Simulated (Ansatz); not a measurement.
A relaxed structure of TiAl. Space group P4/mmm (No. 123). Level of theory: PBEsol (plane waves to 420 eV, PAW, scalar-relativistic; Ansatz, a quantum-chemistry and plane-wave program).

```cif
data_AlTi
_chemical_formula_sum 'Al1 Ti1'
_space_group_name_H-M_alt 'P4/mmm'
_space_group_IT_number 123
_space_group_name_Hall '-P 4 2'
_cell_length_a 3.32083
_cell_length_b 3.32083
_cell_length_c 2.86884
_cell_angle_alpha 90.000
_cell_angle_beta 90.000
_cell_angle_gamma 90.000
loop_
_atom_site_label
_atom_site_type_symbol
_atom_site_symmetry_multiplicity
_atom_site_Wyckoff_symbol
_atom_site_fract_x
_atom_site_fract_y
_atom_site_fract_z
_atom_site_occupancy
Al1 Al 1 a 0.00000 0.00000 0.00000 1
Ti1 Ti 1 d 0.50000 0.50000 0.50000 1
```

| Quantity | Value |
|---|---|
| Volume per atom | 15.82 Å³ |
| Band gap | no gap (metallic) |
| Shortest distances | Al–Ti 2.75 Å; Ti–Ti 2.87 Å; Al–Al 2.87 Å |
| k-mesh | 14×14×16 |

Band energies at high-symmetry points (eV from the Fermi level; labels of this space group; no spin-orbit coupling), from −5 eV up to 2.2 eV:

```
point                            energies
-----  ----------------------------------
Γ                        -1.58 -1.30 1.41
X                        -0.68 -0.39 1.36
M             -2.49 -2.49 -1.64 1.63 1.63
Z      -4.92 -4.87 -0.26 -0.26 -0.18 1.86
R       -4.58 -2.14 -1.24 -1.22 0.24 0.64
A                  -3.01 -2.99 -2.99 0.97
```

No spin polarisation in the result. A magnetic state may lie lower.

The run could not lower the symmetry of its start; a shaken copy of this end point relaxes with PBEsol to P4/mmm (No. 123), 0.13 eV/atom lower.

The first start was generated by a random draw of sites in a space group. A measured structure of TiAl has the same space group, P4/mmm (No. 123); the sites were not compared with it.
